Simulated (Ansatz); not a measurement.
Total density of states per atom from the program Ansatz at the r²SCAN level (PAW), in 0.25 eV bins, energy from the valence-band maximum:

(E (eV), states/eV/atom): (-7.90, 0.33); (-7.65, 0.29); (-7.40, 0.15); (-7.15, 0.07); (-6.90, 0.04); (-6.65, 0.00); (-6.40, 0.00); (-6.15, 0.00); (-5.90, 0.00); (-5.65, 0.00); (-5.40, 0.00); (-5.15, 0.00); (-4.90, 0.00); (-4.65, 0.00); (-4.40, 0.79); (-4.15, 0.75); (-3.90, 0.46); (-3.65, 0.50); (-3.40, 0.74); (-3.15, 1.55); (-2.90, 1.84); (-2.65, 2.94); (-2.40, 2.83); (-2.15, 0.76); (-1.90, 0.22); (-1.65, 0.31); (-1.40, 0.25); (-1.15, 0.21); (-0.90, 0.15); (-0.65, 0.06); (-0.40, 0.03); (-0.15, 0.01); (0.10, 0.00); (0.35, 0.00); (0.60, 0.00); (0.85, 0.00); (1.10, 0.00); (1.35, 0.00); (1.60, 0.00); (1.85, 0.00); (2.10, 0.00); (2.35, 0.00); (2.60, 0.06); (2.85, 0.18); (3.10, 0.39); (3.35, 0.48); (3.60, 0.41); (3.85, 0.31); (4.10, 0.34); (4.35, 0.45); (4.60, 0.40); (4.85, 0.33); (5.10, 0.71); (5.35, 0.70); (5.60, 1.04); (5.85, 1.63); (6.10, 1.24); (6.35, 1.30); (6.60, 1.02); (6.85, 1.72); (7.10, 1.23); (7.35, 0.49)

Problem. Which compound is it?
A. Cs3Bi, Fm-3m (Cs on 8c, Cs on 4b, Bi on 4a)
B. BaHfO3, cubic perovskite
C. TePb2S, R-3m (Te on 3b, Pb on 6c, S on 3a)
D. CsPbCl3, cubic perovskite

Solution. D, CsPbCl3, cubic perovskite. Top 1 eV of the valence band: Cl 3p 64 %, Pb 6s 28 %, Pb 6p 6 %. Bottom 1 eV of the conduction band: Pb 6p 80 %, Cl 3s 7 %, Cl 3p 7 %, outside the projected shells 5 %. Projections are on Löwdin-orthogonalised atomic valence shells; empty p or d shells of many metals are not among them.

Space group Pm-3m (cubic perovskite). This is a known high-temperature phase of the composition, computed here at zero pressure and temperature. The r²SCAN relaxation kept the symmetry of its start; whether a distortion lowers the energy is not shown. Spin–orbit coupling is left out wherever it is not named.

Potentials: the later of the program's two PAW sets.
